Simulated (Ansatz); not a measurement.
## LaGe: reading a single point

```
CELL_PARAMETERS angstrom
4.60395 0.00000 0.00000
2.30198 -6.95087 0.00000
0.00000 0.00000 -6.81151
ATOMIC_POSITIONS crystal
Ge 0.40206 0.19588 0.44428
Ge 0.59794 0.80412 0.94428
Ge 0.59794 0.80412 0.55572
Ge 0.40206 0.19588 0.05572
La 0.04827 0.90346 0.25000
La 0.95173 0.09654 0.75000
La 0.22565 0.54870 0.75000
La 0.77435 0.45130 0.25000
```

The numbers come from plane-wave PAW DFT (Ansatz): r2SCAN, no spin polarisation, 500 eV, 6×6×4 Γ-centred k points, methfessel-paxton occupations (width 0.0211 eV). Nothing was relaxed.

Q: Is the cell too large or too small?

A: The pressure is -0.8 GPa (compression positive), so with the atoms held at these fractions the cell would first shrink.

Q: Which atom feels the largest force, and which way?

A: The largest is on La6 (and as large on other atoms): 0.10 eV/Å, components (0.00, 0.10, 0.00). It makes 103° with the line to a nearest neighbour, Ge1 at 3.18 Å.

Q: Metal or insulator?

A: It is a metal, with about 5.4 states/eV a cell as the mean within 0.25 eV of the Fermi level, mostly La d (68 %) and Ge p (18 %).

Q: Is it stable against the elements?

A: -0.94 eV an atom against the elements' usual phases (free molecules for gases, crystals otherwise, with no correction for O₂ or N₂), so it is bound against them; other compounds may still compete. Relaxing would lower it.

Origin: a database entry at a rescaled volume. Caveats: f levels without a U or exact exchange are poorly placed.
